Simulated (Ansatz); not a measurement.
CuI:
```
CELL_PARAMETERS angstrom
      0.00000     3.03948     3.03948
      3.03948     0.00000     3.03948
      3.03948     3.03948     0.00000
ATOMIC_POSITIONS crystal
  Cu 0.75000 0.75000 0.75000
  I  0.00000 0.00000 0.00000
```

Relaxed with PBE. Special points in fractions of this cell's reciprocal vectors: Γ (0.000, 0.000, 0.000); X (0.500, 0.000, 0.500); U (0.625, 0.250, 0.625); K (0.375, 0.375, 0.750); L (0.500, 0.500, 0.500); W (0.500, 0.250, 0.750).

Problem. List the band energies nearest the valence-band maximum at these points for plane-wave PAW PBE with spin–orbit coupling (Ansatz code).

Solution. In eV from the valence-band maximum; about four levels below and three above (degenerate sets whole), none deeper than 8.9 eV; points with the same levels are listed once.

```
k                    below                above
-  -----------------------  -------------------
Γ      0.00 0.00 0.00 0.00  0.95 0.95 4.67 4.67
X  -1.67 -1.67 -1.53 -1.53  2.57 2.57 2.74 2.74
U  -1.73 -1.55 -1.40 -1.32       2.92 2.94 4.33
L  -0.90 -0.90 -0.78 -0.78  1.98 1.98 5.25 5.25
W  -1.71 -1.70 -1.41 -1.32       4.05 4.46 4.49
```

Space group F-43m (zinc blende). Symmetry was held in the PBE relaxation; phonons on a q-mesh show no instability. The run is not spin-polarised.

Potentials: the later of the program's two PAW sets.
